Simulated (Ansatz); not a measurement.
Ba$_{2}$HfO$_{4}$:
```cif
data_Ba4Hf2O8
_chemical_formula_sum 'Ba4 Hf2 O8'
_space_group_name_H-M_alt 'I4/mmm'
_space_group_IT_number 139
_space_group_name_Hall '-I 4 2'
_cell_length_a 4.16627
_cell_length_b 4.16627
_cell_length_c 13.48205
_cell_angle_alpha 90.000
_cell_angle_beta 90.000
_cell_angle_gamma 90.000
loop_
_atom_site_label
_atom_site_type_symbol
_atom_site_symmetry_multiplicity
_atom_site_Wyckoff_symbol
_atom_site_fract_x
_atom_site_fract_y
_atom_site_fract_z
_atom_site_occupancy
Ba1 Ba 4 e 0.00000 0.00000 0.35236 1
Hf1 Hf 2 a 0.00000 0.00000 0.00000 1
O1 O 4 c 0.00000 0.50000 0.00000 1
O2 O 4 e 0.00000 0.00000 0.15607 1
```
(The calculation used a cell of 7 atoms; values per cell refer to that cell.)

Relaxed with r²SCAN. DFT-r²SCAN in the program Ansatz with PAW potentials gives a gap of 3.84 eV.

Task: What gap does HSE06 give on the same cell (Ansatz, PAW)?

Result: 4.85 eV, 1.02 eV more. The hybrid was solved on a coarser mesh and at special points; its gap is the smallest among all of these.

```csv
k,v1 r²SCAN,c1 r²SCAN,v1 HSE06,c1 HSE06
Γ,-0.16,4.07,(withheld),(withheld)
M,-0.20,3.84,-0.20,4.85
X,-0.14,4.87,(withheld),(withheld)
P,-0.28,5.11,-0.26,6.11
N,-0.27,5.57,-0.30,6.70
S0,-0.27,5.63,(withheld),(withheld)
R,-0.15,4.91,(withheld),(withheld)
```

Task: Top valence (v1) and lowest conduction level (c1) in eV from each method's valence maximum (which need not be a listed point): supply the withheld HSE06 values.

Result: 
- R, v1 HSE06: -0.13
- R, c1 HSE06: 5.90
- X, v1 HSE06: -0.12
- X, c1 HSE06: 5.85
- Γ, v1 HSE06: -0.19
- Γ, c1 HSE06: 5.08
- S0, v1 HSE06: -0.27
- S0, c1 HSE06: 6.75

Cost on shared cores: the r²SCAN run (SCF on a 9×9×9 mesh, then bands and DOS) roughly 2.9 core-minutes, the HSE06 run (SCF on 6×6×6, then a few points) very roughly 23 core-minutes; the tasks are unlike.

The workflow started from a Materials Project entry (that database holds measured and hypothetical structures alike); the Crystallography Open Database copy checked does not list it. Whether it is the stable phase at ambient conditions was not checked. The cell was relaxed with r²SCAN under the symmetry of its start; its stability against distortions is not shown here. No spin polarisation was allowed. Scalar-relativistic: spin–orbit coupling is off unless named, which matters more the heavier the elements.

Potentials: the later of the program's two PAW sets.
